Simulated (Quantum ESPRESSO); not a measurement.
pw.x input (Quantum ESPRESSO 7.5; PBEsol, PseudoDojo standard norm-conserving files, scalar-relativistic):

```
&CONTROL
  calculation = 'scf'
  pseudo_dir = './pseudo'
  outdir = './out'
  tprnfor = .true.
  tstress = .true.
/
&SYSTEM
  ibrav = 0
  nat = 3
  ntyp = 2
  ecutwfc = 80.0
  ecutrho = 320.0
  occupations = 'smearing'
  smearing = 'fd'
  degauss = 0.002
  nbnd = 17
  assume_isolated = '2D'
/
&ELECTRONS
  conv_thr = 3e-10
/
ATOMIC_SPECIES
S 32.0600 S.upf
Mo 95.9500 Mo.upf
CELL_PARAMETERS angstrom
  3.140994807118   0.000000000000   0.000000000000
 -1.570497403559   2.720181296119   0.000000000000
  0.000000000000   0.000000000000  16.100000000000
ATOMIC_POSITIONS crystal
S   0.666666667000   0.333333333000  -0.096804877200
S   0.666666667000   0.333333333000   0.096804877200
Mo   0.000000000333   0.000000000000   0.000000000000
K_POINTS automatic
12 12 1 0 0 0
```

End of the output:

```
     total energy              =    -184.83177600 Ry
     estimated scf accuracy    <       0.00000014 Ry
     total energy              =    -184.83177604 Ry
     estimated scf accuracy    <       0.00000002 Ry
     total energy              =    -184.83177604 Ry
     estimated scf accuracy    <          1.7E-09 Ry
[...]
     the Fermi energy is    -4.7015 ev
!    total energy              =    -184.83177604 Ry
     estimated scf accuracy    <          1.8E-10 Ry
     smearing contrib. (-TS)   =      -0.00000000 Ry
     internal energy E=F+TS    =    -184.83177604 Ry
     The total energy is F=E-TS. E is the sum of the following terms:
     one-electron contribution =   -1440.90499035 Ry
     hartree contribution      =     716.04155854 Ry
     xc contribution           =     -33.16576807 Ry
     ewald contribution        =     573.19742384 Ry
     convergence has been achieved in  11 iterations
     Forces acting on atoms (cartesian axes, Ry/au):
     atom    1 type  1   force =     0.00000000    0.00000000   -0.00000554
     atom    2 type  1   force =     0.00000000    0.00000000    0.00000554
     atom    3 type  2   force =     0.00000000    0.00000000    0.00000000
     Total force =     0.000008     Total SCF correction =     0.000028
     SCF correction compared to forces is large: reduce conv_thr to get better values
```
In a gapped system the printed Fermi energy is only some level inside the gap.

Spin-orbit coupling is not included.

Geometry relaxed with PBEsol.
